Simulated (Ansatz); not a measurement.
Li2WS4:
```cif
data_Li2S4W
_chemical_formula_sum 'Li2 W1 S4'
_space_group_name_H-M_alt 'P 1'
_space_group_IT_number 1
_cell_length_a 6.09910
_cell_length_b 6.09910
_cell_length_c 6.09910
_cell_angle_alpha 121.964
_cell_angle_beta 121.964
_cell_angle_gamma 86.630
loop_
_space_group_symop_operation_xyz
  'x, y, z'
loop_
_atom_site_label
_atom_site_type_symbol
_atom_site_fract_x
_atom_site_fract_y
_atom_site_fract_z
_atom_site_occupancy
Li1 Li 0.50000 0.00000 0.50000 1
Li2 Li 0.00000 0.50000 0.50000 1
W1 W 0.00000 0.00000 0.00000 1
S1 S 0.64543 0.07758 0.00000 1
S2 S 0.92242 0.92242 0.56785 1
S3 S 0.07758 0.64543 0.00000 1
S4 S 0.35457 0.35457 0.43215 1
```

Relaxed with LDA. 

**Question.** HSE06 on this cell (Ansatz, a first-principles code, PAW) gives a gap of 2.46 eV. What does LDA give?

**Answer.** 1.54 eV.

Cost on shared cores: the LDA run (SCF on a 7×7×7 mesh, then bands and DOS) roughly 70 core-seconds, the HSE06 run (SCF on 4×4×4, then a few points) roughly 4 core-minutes; the tasks are unlike.

Space group I-42m. The first step of the workflow began from a Materials Project structure, measured or hypothetical; the Crystallography Open Database copy checked does not list it. Its standing as an ambient phase is unchecked. Symmetry was held in the LDA relaxation; its stability against distortions is not shown here. No spin polarisation was allowed. A crystal of weakly bound layers computed without a dispersion correction: the cell and the soft elastic constants depend strongly on that. Spin–orbit coupling is left out wherever it is not named.

Potentials: the later of the program's two PAW sets.

Ansatz is a plane-wave DFT program.
